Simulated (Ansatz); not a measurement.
BaTiAs₂O₈:
```
CELL_PARAMETERS angstrom
      4.18685     2.72199     0.00000
     -4.18685     2.72199     0.00000
     -0.60558     0.00000     7.79658
ATOMIC_POSITIONS crystal
  Ba 0.00000 0.00000 0.50000
  Ti 0.00000 0.00000 0.00000
  As 0.37023 0.62977 0.20524
  As 0.62977 0.37023 0.79476
  O  0.31181 0.68819 0.40318
  O  0.68819 0.31181 0.59682
  O  0.73896 0.76561 0.18252
  O  0.26104 0.23439 0.81748
  O  0.76561 0.73896 0.81748
  O  0.23439 0.26104 0.18252
  O  0.22605 0.77395 0.04328
  O  0.77395 0.22605 0.95672
```

Relaxed with r²SCAN.

**Question.** Map the valence electron density (e/Å³), cut off at 2 on the plane through (0.000, 0.000, 0.500) spanned by u = [1, -1, 1] and v = [-1, 1, 1] in lattice vectors, from DFT-r²SCAN in the program Ansatz with PAW potentials.

**Answer.** x is the fraction of u, y of v (the angle between them is 94°; rows are the nearest grid lines); atoms in the plane: Ba at (0.00, 0.00), Ba at (0.50, 0.50), Ti at (0.25, 0.25), Ti at (0.75, 0.75), As at (0.04, 0.67), As at (0.54, 0.17), As at (0.46, 0.83), As at (0.96, 0.33), O at (0.11, 0.80), O at (0.61, 0.30).
```
|0266200000000000000000000000000000026620|
|6653100000000000000000000000000000014676|
|5421000000000000011100011100000000001345|
|0001111000000001289944999941000000000000|
|0149999300000001899997999962122100000000|
|1279999310000023579722234339999920000001|
|1369995100000159996300011149999941110001|
|9999521000001499998200000015999448998449|
|9999510000000136742000000000000279999789|
|2332100000000000001111000000000013553112|
|0111000000000000012443100000000001110000|
|0000000000000000257446520000000000000000|
|0000000000000000256447520000000000000000|
|0000111000000000013442100000000000001110|
|2113553100000000001111000000000000012332|
|9879999720000000000002476310000000159999|
|9448998449995100000028999941000001259999|
|1000111499999411100036999510000015999631|
|1000000299999334322279753200000139999721|
|0000000012212699997999981000000039999410|
|0000000000001499994499821000000001111000|
|5431000000000011100011100000000000001245|
|6764100000000000000000000000000000013566|
|0266200000000000000000000000000000026620|
```
Scale: ten equal steps from 0.003 (start of '0') to 2.00 (end of '9'), in the order '0123456789'; x runs from 0.000 to 1.00, y from 0.000 (bottom) to 1.00 (top).

The density is the valence pseudo-density with augmentation charge, so density and ELF within about 1 Å of a nucleus are not all-electron values.

Space group C2/m. The workflow started from a Materials Project entry (that database holds measured and hypothetical structures alike); the Crystallography Open Database copy checked does not list it. Whether it is the stable phase at ambient conditions was not checked. The r²SCAN relaxation kept the symmetry of its start; its stability against distortions is not shown here. The run is not spin-polarised. Spin–orbit coupling is left out wherever it is not named.

Potentials: the later of the program's two PAW sets.
